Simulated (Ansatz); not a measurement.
An Ansatz (a quantum-chemistry and plane-wave program) run. Input:

Ansatz 0.2 input:
```yaml
crystal:
  lattice:
    - [5.1745847638, 2.993988578, 0.0]
    - [-5.1745847638, 2.993988578, 0.0]
    - [-3.4871199398, 0.0, 5.0105096729]
  atoms:
    - { symbol: Ba, position: [0.2472561393, 0.7527438607, 0.2382410871] }
    - { symbol: Ba, position: [0.7527438607, 0.2472561393, 0.7617589129] }
    - { symbol: Sr, position: [0.0, 0.0, 0.5] }
    - { symbol: W, position: [0.5, 0.5, 0.0] }
    - { symbol: O, position: [0.2283836252, 0.3180331846, 0.1726562436] }
    - { symbol: O, position: [0.7716163748, 0.6819668154, 0.8273437564] }
    - { symbol: O, position: [0.3180331846, 0.2283836252, 0.8273437564] }
    - { symbol: O, position: [0.6819668154, 0.7716163748, 0.1726562436] }
    - { symbol: O, position: [0.7185062634, 0.2814937366, 0.2973730208] }
    - { symbol: O, position: [0.2814937366, 0.7185062634, 0.7026269792] }
kpoints:
  mp_grid: { grid: [4, 4, 3] }
hamiltonian:
  xc: hse06
  pseudopotentials: { kind: paw }
scf:
  n_extra_bands: 10
  occupations: { method: fixed }
output:
  eigenvalues: true
  eigenstates:
    e_range: [-9.0, 12.3]
    kpoints:
      - [0.0, 0.0, 0.5]  # VBM
      - [0.5, 0.5, 0.0]  # CBM
      - [0.0, 0.0, 0.0]  # GAMMA
      - [-0.5, 0.5, 0.0]  # Y_2
      - [0.0, 0.0, 0.5]  # A
      - [-0.5, 0.5, 0.5]  # M_2
      - [0.0, 0.5, 0.0]  # V_2
      - [0.0, 0.5, 0.5]  # L_2
      - [0.3742307395, 0.3742307395, 0.0]  # C
      - [-0.3742307395, 0.6257692605, 0.0]  # C_2
      - [-0.2539218127, 0.7460781873, 0.5]  # D
      - [0.2539218127, 0.2539218127, 0.5]  # D_2
```

Output (shortened):

```
Pseudopotential: Ba, paw, valence charge 10
Pseudopotential: Sr, paw, valence charge 10
Pseudopotential: W, paw, valence charge 14
Pseudopotential: O, paw, valence charge 6
Functional definition: HSE06
davidson cushion auto → on  (no smearing: the cushion is to keep the highest requested band from converging to the state above it …
Crystal: 10 atoms, lattice volume = 155.252 Å³
Basis set: ecut = 420 eV, 3031 PW (Γ)
Bands: 50, of which v1, the nominal top of the filled ones, is band 40 counted from 1 (39 counted from 0)
Symmetry: 4 space group operations
Space group: C2/m (ITA 12), of the structure as read, at distance tolerance 5.4e-5 Å
k-points: 17 of 48
SCF iter   1: F=—  HF=-29245.295044 eV  |F-HF|=—  |Δ(HF+E_count)|=         —  Δρ=3.05e-3  dr2=2.65e-2  ethr=1.77e-3  ⟨swp⟩=11.3  Hψ=4830  notcnv=0
preconditioner: auto → none
SCF iter   2: F=—  HF=-29245.302783 eV  |F-HF|=—  |Δ(HF+E_count)|=   7.74e-3  Δρ=3.74e-3  dr2=4.14e-2  ethr=3.31e-5  ⟨swp⟩=4.9  Hψ=2809  notcnv=0
iter 3 solved again at ethr=2.21e-7 eV; its pass at ethr=3.31e-5 eV (dr2=1.77e-4 eV) is discarded
SCF iter   3: F=-29245.294935 eV  HF=-29245.294760 eV  |F-HF|=1.75e-4  |Δ(HF+E_count)|=   8.02e-3  Δρ=5.18e-4  dr2=2.18e-4  ethr=2.21e-7  ⟨swp⟩=5.8  Hψ=5377  notcnv=0
SCF 1 stopped early in 3 iterations: F = -29245.294935 eV  dr2 = 2.18e-4
Crystal: 10 atoms, lattice volume = 155.252 Å³
Exchange kernel: α = 0.2500, screened, ω = 0.2079 Å⁻¹, Wigner–Seitz truncation, v(0) = 1045.1351 eV·Å³, q-mesh 4×4×3, nearest image of the exchange supercell L …
Frozen-core exchange: fock
SCF iter   1: F=—  HF=-29257.085652 eV  |F-HF|=—  |Δ(HF+E_count)|=         —  Δρ=1.16e-2  dr2=3.60e-1  ethr=2.72e-6  ⟨swp⟩=8.5  Hψ=5034  notcnv=0
preconditioner: auto → none
SCF iter   2: F=—  HF=-29257.041608 eV  |F-HF|=—  |Δ(HF+E_count)|=   4.40e-2  Δρ=1.08e-2  dr2=2.49e-1  ethr=2.72e-6  ⟨swp⟩=7.4  Hψ=4544  notcnv=0
SCF iter   3: F=—  HF=-29256.989443 eV  |F-HF|=—  |Δ(HF+E_count)|=   5.22e-2  Δρ=2.89e-3  dr2=1.16e-2  ethr=2.72e-6  ⟨swp⟩=5.4  Hψ=3631  notcnv=0
SCF iter   4: F=—  HF=-29257.019745 eV  |F-HF|=—  |Δ(HF+E_count)|=   3.03e-2  Δρ=1.60e-3  dr2=4.99e-3  ethr=2.72e-6  ⟨swp⟩=5.0  Hψ=3180  notcnv=0
SCF iter   5: F=—  HF=-29257.018428 eV  |F-HF|=—  |Δ(HF+E_count)|=   1.32e-3  Δρ=3.43e-4  dr2=1.46e-4  ethr=2.72e-6  ⟨swp⟩=4.0  Hψ=2390  notcnv=0
SCF iter   6: F=—  HF=-29257.018769 eV  |F-HF|=—  |Δ(HF+E_count)|=   3.41e-4  Δρ=2.22e-4  dr2=5.31e-5  ethr=1.44e-7  ⟨swp⟩=5.5  Hψ=2981  notcnv=0
SCF iter   7: F=-29257.018755 eV  HF=-29257.018756 eV  |F-HF|=1.63e-6  |Δ(HF+E_count)|=   1.29e-5  Δρ=5.55e-5  dr2=4.42e-6  ethr=6.46e-8  ⟨swp⟩=2.8  Hψ=1899  notcnv=0
SCF 2 stopped early in 7 iterations: F = -29257.018755 eV  dr2 = 4.42e-6
hybrid outer 1: dexx = +3.559e-2 eV, tail = 5.89e-5 eV
Crystal: 10 atoms, lattice volume = 155.252 Å³
Exchange kernel: α = 0.2500, screened, ω = 0.2079 Å⁻¹, Wigner–Seitz truncation, v(0) = 1045.1351 eV·Å³, q-mesh 4×4×3, nearest image of the exchange supercell L …
Frozen-core exchange: fock
SCF iter   1: F=—  HF=-29257.018359 eV  |F-HF|=—  |Δ(HF+E_count)|=         —  Δρ=5.43e-5  dr2=3.44e-6  ethr=3.68e-7  ⟨swp⟩=5.6  Hψ=2179  notcnv=0
preconditioner: auto → none
SCF iter   2: F=—  HF=-29257.018360 eV  |F-HF|=—  |Δ(HF+E_count)|=   1.21e-6  Δρ=3.26e-5  dr2=1.50e-6  ethr=3.76e-9  ⟨swp⟩=5.0  Hψ=3434  notcnv=0
SCF iter   3: F=—  HF=-29257.018360 eV  |F-HF|=—  |Δ(HF+E_count)|=   2.69e-7  Δρ=1.34e-5  dr2=2.13e-7  ethr=1.34e-9  ⟨swp⟩=3.0  Hψ=1913  notcnv=0
SCF iter   4: F=-29257.018360 eV  HF=-29257.018361 eV  |F-HF|=4.30e-8  |Δ(HF+E_count)|=   8.00e-7  Δρ=6.42e-6  dr2=5.48e-8  ethr=1.56e-10  ⟨swp⟩=6.4  Hψ=3232  notcnv=0  defer=29
SCF 3 converged in 4 iterations: F = -29257.018360 eV  dr2 = 5.48e-8
hybrid outer 2: dexx = +9.685e-7 eV, tail = 1.32e-7 eV, Δε = 2.54e-3 eV (about 1.43e-4 eV left of the loop's levels)
NSCF: frozen V_eff on 12 k-points
hybrid SCF converged: 2 outer / 11 inner (+3 warm-up), last move |dexx| = 9.68e-7 eV, tail = 1.32e-7 eV
Stability not checked (fock_operator)
Free energy (F): -29257.018361 eV
Frozen-core exchange: fock
Harris-Foulkes:  -29257.018361 eV  (|F-HF|=4.30e-8)
Internal energy: -29257.018361 eV  (E = F + TS)
E sigma→0 (E₀):  -29257.018361 eV
Fermi energy:    8.007726 eV
--- Per-component energies (eV) ---
  E_band       = -433.772488
  E_kinetic    = 2095.352656
  E_local      = -4516.543278  (includes V_loc(G=0)·N_el)
  E_nonlocal   = 593.100297
  E_hartree    = 1617.745536
  E_xc         = -981.614615
  E_vxc        = -992.973864  (∫ρ·V_xc dr)
  E_exx        = -218.628131  (= α·E_x^exact, valence–valence)
  E_paw        = -22692.424056  (= ΣΔE_a)
  E_vpaw       = -410.963079  (= ΣTr[D̂ρ^β])
  E_aug_tail   = 0.014361  (compensation charges beyond the density's cutoff)
  E_ewald      = -5150.269862
  E_core_change = -3.751267  (= ΣΔE_core)
  E_smearing   =  0.000000  (= −TS)
  E_closure    =  0.000000  (closes the sum)
  Σ components = -29257.018361   (vs F -29257.018361, Δ=0.00e0)
  [band-id]    e_kinetic+e_local+e_nonlocal+2·e_hartree+e_vxc+2·e_exx+e_vpaw+e_augmentation_tail = -433.778098   (vs E_band -433.772488, Δ=-5.61e-3)
--- Band table (eV; the first three rows and the last of 17) ---
  k-point 0: bands = ["-69.6260", "-32.4214", "-32.4150", "-32.4005", "-25.5944", "-18.5420", "-18.4044", "-10.4270", "-10.0263", "-9.9932", "-9.7420", "-9.6117", "-9.5489", "-6.2202", "-6.1881", "-6.1199", "-3.2292", "-3.0259", "-2.9519", "-2.6147", …
  k-point 1: bands = ["-69.6260", "-32.4214", "-32.4150", "-32.4006", "-25.5936", "-18.5086", "-18.4330", "-10.7205", "-10.2292", "-10.0931", "-9.4965", "-9.3517", "-9.3360", "-6.3085", "-6.2928", "-6.2665", "-3.0446", "-2.8841", "-2.6701", "-2.6449", …
  k-point 2: bands = ["-69.6260", "-32.4214", "-32.4151", "-32.4005", "-25.5939", "-18.5193", "-18.4222", "-10.5986", "-10.1952", "-10.1069", "-9.5192", "-9.4893", "-9.3887", "-6.3019", "-6.2545", "-6.1931", "-3.0586", "-2.8628", "-2.8080", "-2.6147", …
  k-point 16: bands = ["-69.6260", "-32.4215", "-32.4152", "-32.4005", "-25.5934", "-18.4817", "-18.4527", "-10.7717", "-10.1751", "-10.1441", "-9.4903", "-9.4733", "-9.2941", "-6.3215", "-6.2939", "-6.2208", "-2.8291", "-2.7817", "-2.6749", "-2.5805", …
```

Cost: about 7 core-minutes (a rough figure) on shared cores.

The points marked VBM and CBM come from a semilocal run.

The first step of the workflow began from a Materials Project structure, measured or hypothetical; the Crystallography Open Database copy checked does not list it. Its standing as an ambient phase is unchecked. The PBEsol relaxation kept the symmetry of its start; its stability against distortions is not shown here. The run is not spin-polarised. No Hubbard U is applied. Spin–orbit coupling is left out wherever it is not named.

Potentials: the later of the program's two PAW sets.

Ansatz is a plane-wave DFT program.
